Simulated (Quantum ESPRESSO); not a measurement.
# Moving one atom in Mg4S3F

The results below are calculated, not measured. They come from pw.x of Quantum ESPRESSO 7.5, a plane-wave density functional program, with PseudoDojo standard norm-conserving files (v0.5 for PBE, v0.4.1 for LDA and PBEsol). The cells are made up: elements, strain and atom displacements were drawn at random, and nothing was relaxed. There is no spin polarisation, spin-orbit coupling or dispersion term.

The cell has 8 sites of a zincblende or diamond lattice. Sites 1 to 4 hold Mg Mg Mg Mg; sites 5 to 8 hold S S S F. Cell vectors in Å: (5.549, 0.024, -0.065); (0.024, 5.595, 0.053); (-0.065, 0.053, 5.655). Settings: PBE, cutoff 1143 eV, 6 x 6 x 6 k mesh shifted by half a step, Fermi-Dirac smearing of 0.1 eV.

Each run shifts the F atom on site 8 along y and leaves all else fixed. Site 2 is one of its nearest neighbours. E is the free energy of the cell above the lowest run shown.

```
run,shift (Å),Fy on site 8 (eV/Å),Fy on site 2 (eV/Å),P (GPa),E (meV)
1,-0.1275,-0.108,1.218,0.85,0.0
2,-0.1076,-0.097,1.216,0.85,2.1
3,-0.0776,-0.078,1.213,0.84,4.7
4,-0.0418,-0.055,1.208,0.84,7.1
6,0.0241,-0.014,1.193,0.84,9.4
7,0.0897,0.025,1.173,0.86,9.1
5,0.0101,?,?,?,?
```

A rerun of one of these cells at 1437 eV and k mesh 8 x 8 x 8 moved values by no more than 0.004 eV in the cell's energy, 0.02 GPa in stress and 0.005 eV/Å in force.

## Worked fit

A parabola through the six runs shown gives Fy on site 8 = -0.029 + 0.61 u - 0.1 u² eV/Å, with u in Å and a scatter of 0.001 eV/Å. Minus the slope, -0.61 ± 0.02 eV/Å², is this atom's force constant along y at u = 0, with its periodic images moving too. The error is the larger of the fit's own and the change that a cubic makes, rounded up.

## Withheld run

Question: what Fy on site 8 should run 5 give?

The fit gives -0.023 eV/Å. The calculation gave -0.022 eV/Å.

```
run,shift (Å),Fy on site 8 (eV/Å),Fy on site 2 (eV/Å),P (GPa),E (meV)
5,0.0101,-0.022,1.197,0.84,9.2
```